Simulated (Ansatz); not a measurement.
**Al3GaN4: moving Al off its site**

Al3GaN4, P-43m, a = 4.401 Å (as given, not relaxed at this level: 0.0 GPa, forces to 0.06 eV/Å). The structure is a Materials Project entry; whether it is the stable form wasn't checked. Ansatz: r2SCAN, PAW, 500 eV, Γ-centred 6×6×6 mesh on 8 atoms, Gaussian smearing 0.05 eV; no spin polarisation.

```
Al Ga N
1.0
     4.40144    0.00000    0.00000
     0.00000    4.40144    0.00000
     0.00000    0.00000    4.40144
Al Ga N
3 1 4
Direct
  0.50000 0.50000 0.00000
  0.50000 0.00000 0.50000
  0.00000 0.50000 0.50000
  0.00000 0.00000 0.00000
  0.74416 0.74416 0.25584
  0.74416 0.25584 0.74416
  0.25584 0.74416 0.74416
  0.25584 0.25584 0.25584
```

Atom 1 (Al) moves by x along the unit vector (0.568, 0.568, 0.595), with its periodic images; all else is held. y is the free energy of the cell over the start, F the force along the path summed over the moved atoms.

```
 x (Å) y (meV) F (eV/Å)
-0.100        ?         ?
-0.080     63.4      1.52
-0.060     36.3      1.18
-0.040     16.5      0.81
-0.020      4.2      0.42
 0.000      0.0      0.00
 0.040     17.9     -0.91
 0.060     41.0     -1.41
 0.080     74.5     -1.94
 0.100    119.1     -2.51
```

Problem. Fit y = c2 x² + c3 x³ + c4 x⁴ to the energies of the other rows, give the force constant, and predict energy and force of the missing row.

Solution. Least squares on the rows shown. y = 10700 x² + 10870 x³ + 12620 x⁴. The force constant is 2 c2 = 21.4 eV/Å² (for all images moving together, not for a lone atom). The force −dy/dx at the missing row is 1.86 eV/Å (computed 1.85). At x = -0.100 the fit asked for gives 97.4 meV. The run gave 97.1 meV, so the fit is 0.3 meV too high, a small miss on the scale of the series.